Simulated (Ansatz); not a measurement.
Crystals of one structure type (zinc blende) and one family of elements, relaxed and computed with DFT-r²SCAN in the program Ansatz with PAW potentials.

```json
[
 {"crystal": "BN", "V (Å³/atom)": "5.87", "B₀ by P(V) fit (GPa)": "391"},
 {"crystal": "AlN", "V (Å³/atom)": "10.43", "B₀ by P(V) fit (GPa)": "210"},
 {"crystal": "GaN", "V (Å³/atom)": "11.38", "B₀ by P(V) fit (GPa)": "196"},
 {"crystal": "BP", "V (Å³/atom)": "11.67", "B₀ by P(V) fit (GPa)": "169"},
 {"crystal": "GaP", "V (Å³/atom)": "20.25", "B₀ by P(V) fit (GPa)": "87.6"},
 {"crystal": "GaAs", "V (Å³/atom)": "22.73", "B₀ by P(V) fit (GPa)": "?"},
 {"crystal": "InP", "V (Å³/atom)": "25.77", "B₀ by P(V) fit (GPa)": "68.2"}
]
```

Task: Fit a straight line to ln B₀ against ln V and predict the withheld value.

Result: Least squares on the 6 shown rows: ln B₀ = -1.21 × ln V + (8.147), with a scatter of 4 %. For GaAs this gives 78.8. The run itself gave 72.3, outside the scatter: the line misses something about this case.

All cells were relaxed under the symmetry of their starts (and spin orders); stability against distortions was not tested throughout. Spin–orbit coupling is left out wherever it is not named.

Potentials: the earlier of the program's two PAW sets.
